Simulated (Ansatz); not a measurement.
A geometry of SnSe away from equilibrium: step 3 of the relaxation of a generated trial cell of SnSe in the AFLOW prototype AB_tP4_129_c_c (B11, as in TiCu). Level of theory: r2SCAN (plane waves to 500 eV, PAW, scalar-relativistic; Ansatz, a program for electronic structure). Γ-centred k-mesh 6×6×3 on the run's cell (coarser than for final values), Fermi–Dirac smearing 0.05 eV. The plane waves were selected for a different cell earlier on the path.

```
CELL_PARAMETERS angstrom
      3.86844     0.00000     0.00000
      0.00000     3.86844     0.00000
      0.00000     0.00000     7.18692
ATOMIC_POSITIONS crystal
  Sn 0.50000 0.00000 0.68710
  Sn 0.00000 0.50000 0.31290
  Se 0.50000 0.00000 0.14495
  Se 0.00000 0.50000 0.85505
```

Question: What forces act on the atoms (eV/Å)?

Answer: 
```csv
atom,Fx,Fy,Fz
Sn1,0.00,0.00,1.11
Sn2,0.00,0.00,-1.11
Se3,0.00,0.00,0.91
Se4,0.00,0.00,-0.91
```

The path ends in P4/nmm (No. 129). No spin polarisation in the result.

The run could not lose the symmetry of its start.

The first start was generated by placing the elements on the sites of a structure type. Materials Project lists a structure of SnSe in the same space group, P4/nmm (No. 129); the sites were not compared with it, nor with measured phases. Known forms of SnSe include space group No. 62.
